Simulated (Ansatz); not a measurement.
TiHS2:
```xyz
4
Lattice="3.4739 0.0000 0.0000 -1.7369 3.0085 0.0000 0.0000 0.0000 5.9775" Properties=species:S:1:pos:R:3 pbc="T T T"
S      1.7369     1.0028     5.9640
Ti     0.0000     0.0000     1.3531
S      0.0000     2.0056     2.7749
H      0.0000     2.0056     4.1345
```

Relaxed with r²SCAN+D4. Special points in fractions of this cell's reciprocal vectors: Γ (0.000, 0.000, 0.000); M (0.500, 0.000, 0.000); K (0.333, 0.333, 0.000); A (0.000, 0.000, 0.500); L (0.500, 0.000, 0.500); H (0.333, 0.333, 0.500).

Q: List the band energies nearest the Fermi level at these points for the program Ansatz at the r²SCAN+D4 level (PAW).

A: In eV from the Fermi level; about four levels below and three above (degenerate sets whole), none deeper than 8.9 eV; points with the same levels are listed once.

| k | below | above |
|---|---|---|
| Γ | -3.96 -3.96 -2.98 -1.41 -1.41 | 0.03 0.14 0.14 |
| M | -3.86 -3.76 -2.88 -0.49 | 1.14 1.50 2.39 |
| K | -5.51 -5.03 -3.60 -3.57 | 0.71 0.72 1.31 |
| A | -3.92 -3.92 -1.53 -1.53 | 0.12 0.12 0.51 |
| L | -3.98 -3.11 -2.67 -0.72 | 1.14 1.47 2.67 |
| H | -5.24 -4.66 -4.07 -3.19 | 0.44 0.77 1.03 |

Space group P3m1. A made-up cell: these elements were put on the sites of a structure type; neither database checked (COD, Materials Project) lists it. Its standing as an ambient phase is unchecked. The cell was relaxed with r²SCAN+D4 under the symmetry of its start; its stability against distortions is not shown here. No spin polarisation was allowed. With an odd number of electrons in the cell and no spin polarisation, the count alone makes it a metal.

Potentials: the later of the program's two PAW sets.
